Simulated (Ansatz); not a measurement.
SrMg2FeH8 in space group P-3m1 (No. 164; Pearson symbol hP12), PBEsol in the plane-wave PAW code Ansatz. The conduction-band minimum lies at M, with 3 equivalent valleys. Second derivatives d²E/dk² of the lowest band at one valley (eV·Å²), along Cartesian directions:

```
direction  d²E/dk²
---------  -------
[100]        7.318
[010]        11.42
[001]        11.32
[110]        9.370
[101]        9.324
[011]        13.33
```

Question: Find the principal effective masses, the density-of-states mass and the conductivity mass.

Answer: Off-diagonal terms follow from H_xy = H[110] − (H_xx + H_yy)/2, and m*/mₑ = 7.620 eV·Å² over each eigenvalue: 0.57, 0.81, 1.0. One valley's DOS mass (m₁m₂m₃)^(1/3) = 0.78, conductivity mass 3/(Σ 1/mᵢ) = 0.76 mₑ.

Question: What effective density of states Nc follows at 300 K for parabolic valleys?

Answer: Nc = 2.509e19 × 3 × (0.78)^(3/2) ≈ 5.2e19 cm⁻³.

The first step of the workflow began from a Materials Project structure, measured or hypothetical; the Crystallography Open Database copy checked does not list it. Its standing as an ambient phase is unchecked. Symmetry was held in the PBEsol relaxation; its stability against distortions is not shown here. No spin polarisation was allowed. Scalar-relativistic: spin–orbit coupling is off unless named, which matters more the heavier the elements.

Potentials: the later of the program's two PAW sets.

Edges and masses are those of Kohn–Sham bands, whose gap is no quasiparticle gap.
